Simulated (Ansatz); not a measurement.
LiF, in the lowest of the structures calculated here: Fm-3m (No. 225), cF8, rock salt type; a = 3.990 Å, b = 3.990 Å, c = 3.990 Å, α = 90.00°, β = 90.00°, γ = 90.00°; F 4a (0.000, 0.000, 0.000); Li 4b (0.500, 0.500, 0.500). These are r2SCAN (plane waves to 500 eV, PAW, scalar-relativistic; Ansatz, a first-principles code) values and carry that method's errors. Element references, the lowest calculated here: Li (Fm-3m, not the ambient form), F (R-3m, a generated molecular cell); gases are represented by their molecular solids.

Question: What is the computed formation energy of this Fm-3m form of LiF from the elements (r2SCAN)?

Answer: -3.15 eV/atom.

Static energies, no anion corrections, no zero-point energy. Values are rounded to 0.01 eV/atom. The compounds carry no spin polarisation.
